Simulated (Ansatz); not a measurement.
Bi$_{2}$S$_{2}$O: do energies and stresses tell the same story?

Method: DFT PBEsol, scalar-relativistic, plane waves, PAW (Ansatz 0.2.0).

Plane waves to 420 eV, a k mesh through Γ of 8×8×2 on the computed 10-atom cell and Gaussian smearing (0.02 eV); no spin polarisation.

Relaxed cell: P4/nmm, a = 3.934 Å, b = 3.934 Å, c = 13.864 Å, α = 90.00°, β = 90.00°, γ = 90.00°, 10 atoms in the primitive cell. Whether it is the stable form of this composition wasn't checked.

Energies at zero smearing and pressures from the stress tensor, at volumes with shape and atoms relaxed:
| V (Å³/atom) | E − E(first) (meV/atom) | P (GPa) |
| --- | --- | --- |
| 20.165 | 0.00 | 4.57 |
| 20.809 | -13.28 | 2.08 |
| 21.453 | -17.33 | -0.03 |
| 22.096 | -13.50 | -1.81 |
| 22.740 | -3.53 | -3.06 |

Check P = −dE/dV between neighbouring volumes, and get the bulk modulus from the pressures alone.

With 1 eV/Å³ = 160.2 GPa:
| middle V (Å³/atom) | −ΔE/ΔV (GPa) | mean P (GPa) |
| --- | --- | --- |
| 20.487 | 3.305 | 3.327 |
| 21.131 | 1.010 | 1.024 |
| 21.774 | -0.954 | -0.920 |
| 22.418 | -2.481 | -2.435 |

The two differ by 0.05 GPa at most. The mean of two end pressures misses the average over a step by about ΔV² P″/12, up to 0.06 GPa here; with that taken off 0.02 GPa remains. Around V = 21.453 Å³/atom, the two neighbours give B = −V ΔP/ΔV = 21.453 × 3.89 / 1.287 = 64.8 GPa, against B0 = 63.8 GPa from the Birch–Murnaghan fit of the energies.

Spin–orbit coupling is left out, which can shift energies with elements as heavy as these.

Cost: 6 runs of about 4.9 core-minutes in all, on AMD EPYC 9R45 (Zen 5) (shared hosts).